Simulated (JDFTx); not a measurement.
An input for JDFTx (a modified build) (W(100), CANDLE, water, 1 M NaF; bohr, hartree) and the course of its log:

```
lattice \
  5.9910365274 0.0000000000 0.0000000000 \
  0.0000000000 5.9910365274 0.0000000000 \
  0.0000000000 0.0000000000 54.2351397768
coords-type Lattice
ion W 0.0000000000 0.0000000000 -0.2209282230 0
ion W 0.5000000000 0.5000000000 -0.1656961670 0
ion W 0.0000000000 0.0000000000 -0.1104641110 0
ion W 0.5000000000 0.5000000000 -0.0552320560 0
ion W 0.0000000000 0.0000000000 0.0000000000 0
ion W 0.5000000000 0.5000000000 0.0552320560 0
ion W 0.0000000000 0.0000000000 0.1104641110 0
ion W 0.5000000000 0.5000000000 0.1656961670 0
ion W 0.0000000000 0.0000000000 0.2209282230 0
ion-species pseudo/w_pbe_v1.2.upf
elec-cutoff 20 100
elec-ex-corr gga-PBE
coulomb-interaction Slab 001
coulomb-truncation-embed 0 0 0
kpoint-folding 8 8 1
elec-smearing Fermi 0.01
elec-n-bands 80
electronic-scf nIterations 100 energyDiffThreshold 1e-08
fluid LinearPCM
pcm-variant CANDLE
fluid-solvent H2O
fluid-cation Na+ 1
fluid-anion F- 1
fluid-minimize nIterations 400 knormThreshold 1e-11
wavefunction read vac.wfns
elec-initial-eigenvals vac.eigenvals
dump-name f0.$VAR
dump End State Ecomponents EigStats BandEigs Forces ElecDensity IonicPositions Fillings Kpoints Dtot FluidDebug BoundCharge FluidDensity
```

```
[one cycle in 5 is shown, and the last three; fluid-solver lines are left out]
	FillingsUpdate:  mu: -0.145495922  nElectrons: 126.000000
SCF: Cycle:  0   F: -618.310054302490357   dF: +5.416e-04   |Residual|: 3.368e-03   |deigs|: 1.175e-05
	FillingsUpdate:  mu: -0.139885253  nElectrons: 126.000000
SCF: Cycle:  5   F: -618.310711361094150   dF: -3.631e-06   |Residual|: 4.249e-04   |deigs|: 1.402e-03
	FillingsUpdate:  mu: -0.138721345  nElectrons: 126.000000
SCF: Cycle: 10   F: -618.310717334621700   dF: +1.071e-07   |Residual|: 1.336e-04   |deigs|: 1.364e-04
	FillingsUpdate:  mu: -0.138712312  nElectrons: 126.000000
SCF: Cycle: 15   F: -618.310718536212335   dF: -2.051e-07   |Residual|: 6.630e-05   |deigs|: 7.321e-06
	FillingsUpdate:  mu: -0.138710264  nElectrons: 126.000000
SCF: Cycle: 20   F: -618.310718660150201   dF: +9.967e-09   |Residual|: 2.723e-05   |deigs|: 6.449e-06
	FillingsUpdate:  mu: -0.138698707  nElectrons: 126.000000
SCF: Cycle: 25   F: -618.310718096133087   dF: +6.132e-07   |Residual|: 8.122e-05   |deigs|: 2.564e-05
	FillingsUpdate:  mu: -0.138704016  nElectrons: 126.000000
SCF: Cycle: 30   F: -618.310718301732436   dF: +4.029e-07   |Residual|: 6.817e-05   |deigs|: 6.401e-06
	FillingsUpdate:  mu: -0.138738347  nElectrons: 126.000000
SCF: Cycle: 35   F: -618.310718507008232   dF: +1.964e-07   |Residual|: 5.228e-05   |deigs|: 4.215e-05
	FillingsUpdate:  mu: -0.138718533  nElectrons: 126.000000
SCF: Cycle: 40   F: -618.310718690813360   dF: -6.505e-07   |Residual|: 1.619e-05   |deigs|: 2.711e-05
	FillingsUpdate:  mu: -0.138687072  nElectrons: 126.000000
SCF: Cycle: 45   F: -618.310718457218400   dF: +2.285e-07   |Residual|: 5.382e-05   |deigs|: 3.744e-05
	FillingsUpdate:  mu: -0.138687928  nElectrons: 126.000000
SCF: Cycle: 50   F: -618.310718628747395   dF: +6.590e-08   |Residual|: 2.964e-05   |deigs|: 3.362e-05
	FillingsUpdate:  mu: -0.138681510  nElectrons: 126.000000
SCF: Cycle: 55   F: -618.310718059379496   dF: +6.467e-07   |Residual|: 7.812e-05   |deigs|: 4.403e-05
	FillingsUpdate:  mu: -0.138719310  nElectrons: 126.000000
SCF: Cycle: 60   F: -618.310718689110104   dF: -1.458e-07   |Residual|: 1.966e-05   |deigs|: 3.431e-05
	FillingsUpdate:  mu: -0.138707030  nElectrons: 126.000000
SCF: Cycle: 65   F: -618.310718685104007   dF: +3.486e-09   |Residual|: 1.963e-05   |deigs|: 1.919e-05
	FillingsUpdate:  mu: -0.138723549  nElectrons: 126.000000
SCF: Cycle: 70   F: -618.310718692155774   dF: -2.416e-08   |Residual|: 2.970e-05   |deigs|: 2.047e-05
	FillingsUpdate:  mu: -0.138704405  nElectrons: 126.000000
SCF: Cycle: 75   F: -618.310718668645336   dF: +1.495e-08   |Residual|: 2.470e-05   |deigs|: 2.229e-05
	FillingsUpdate:  mu: -0.138694420  nElectrons: 126.000000
SCF: Cycle: 80   F: -618.310718548289401   dF: +1.410e-07   |Residual|: 4.168e-05   |deigs|: 3.324e-05
	FillingsUpdate:  mu: -0.138703499  nElectrons: 126.000000
SCF: Cycle: 85   F: -618.310718713453753   dF: -1.712e-08   |Residual|: 6.287e-06   |deigs|: 1.654e-05
	FillingsUpdate:  mu: -0.138687116  nElectrons: 126.000000
SCF: Cycle: 90   F: -618.310718464244815   dF: +2.298e-07   |Residual|: 4.990e-05   |deigs|: 3.850e-05
	FillingsUpdate:  mu: -0.138741884  nElectrons: 126.000000
SCF: Cycle: 95   F: -618.310718372610722   dF: +3.042e-07   |Residual|: 6.368e-05   |deigs|: 4.346e-05
	FillingsUpdate:  mu: -0.138693927  nElectrons: 126.000000
SCF: Cycle: 97   F: -618.310718598378116   dF: +1.029e-07   |Residual|: 3.442e-05   |deigs|: 2.791e-05
	FillingsUpdate:  mu: -0.138720319  nElectrons: 126.000000
SCF: Cycle: 98   F: -618.310718695773289   dF: -9.740e-08   |Residual|: 1.476e-05   |deigs|: 3.014e-05
	FillingsUpdate:  mu: -0.138695096  nElectrons: 126.000000
SCF: Cycle: 99   F: -618.310718560394321   dF: +1.354e-07   |Residual|: 4.168e-05   |deigs|: 2.945e-05
SCF: None of the convergence criteria satisfied after 100 iterations.
IonicMinimize: Iter:   0  F: -618.310718560394321  |grad|_K:  0.000e+00
IonicMinimize: Converged (|grad|_K<1.000000e-04).
```

This run gave no converged result. The loop ran out of cycles short of its threshold. It has stalled and not diverged: the last ten energies span 3e-07 Ha, so the total is near its end, but levels, forces and charges aren't shown converged.
